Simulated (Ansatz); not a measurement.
Starting cell, NiO (rock salt):

```xyz
2
Lattice="0.0000 2.0943 2.0943 2.0943 0.0000 2.0943 2.0943 2.0943 0.0000" Properties=species:S:1:pos:R:3 pbc="T T T"
O      0.0000     0.0000     0.0000
Ni     2.0943     2.0943     2.0943
```

In this cell atom 1 (O, nearest neighbour Ni at 2.094 Å; its periodic images, 3.0 Å or more away, move with it) is moved by u·(1.000, 0.000, 0.000) + v·(0.000, 1.000, 0.000); the rest is frozen.

These are r2SCAN (plane waves to 500 eV, PAW, scalar-relativistic; Ansatz, a first-principles code) values and carry that method's errors. k mesh 11×11×11 (Γ-centred), Fermi-Dirac smearing 0.05 eV. E stands for the smeared free energy. NiO is run spin-polarised and with no Hubbard U; the real compound is an antiferromagnetic insulator, a state that this run doesn't describe. NiO was relaxed with its symmetry unable to fall. Relaxed NiO ends ferromagnetic. The magnetic order is the one the run started from; other orders were not tried.

Changes of ΔE (eV/cell) from the point u = 0.000 Å, v = 0.000 Å when one coordinate moves alone (two changes are said to add if the coupling is within 5 % of the smaller one, nearly so within 20 %):

| point | change |
|---|---|
| u = 0.000 Å, v = -0.310 Å | 0.3296 |
| u = 0.000 Å, v = -0.155 Å | 0.0521 |
| u = -0.310 Å, v = 0.000 Å | 0.3296 |
| u = -0.155 Å, v = 0.000 Å | 0.0521 |
| u = 0.155 Å, v = 0.000 Å | 0.0521 |
| u = 0.310 Å, v = 0.000 Å | 0.3296 |
| u = 0.000 Å, v = 0.155 Å | 0.0521 |
| u = 0.000 Å, v = 0.310 Å | 0.3296 |

Do the two effects add at u = 0.155 Å, v = 0.310 Å? Give the computed change.

The sum of the single changes is 0.0521 + (0.3296) = 0.3817; the calculation gives 0.3561, so the coupling contributes -0.0256 (over 20 % of the smaller single change, not additive).

What is the change at u = -0.155 Å, v = -0.155 Å, where both move, and how far is it from the sum?

The sum of the single changes is 0.0521 + (0.0521) = 0.1042; the calculation gives 0.0994, so the coupling contributes -0.0048 (under 20 % of the smaller single change, nearly additive).

What is the change at u = -0.310 Å, v = -0.310 Å, where both move, and how far is it from the sum?

The sum of the single changes is 0.3296 + (0.3296) = 0.6592; the calculation gives 0.5415, so the coupling contributes -0.1177 (over 20 % of the smaller single change, not additive).

(A displaced cell: forces are minus the slopes of the energy, force constants its curvatures, and phonons follow from these.)
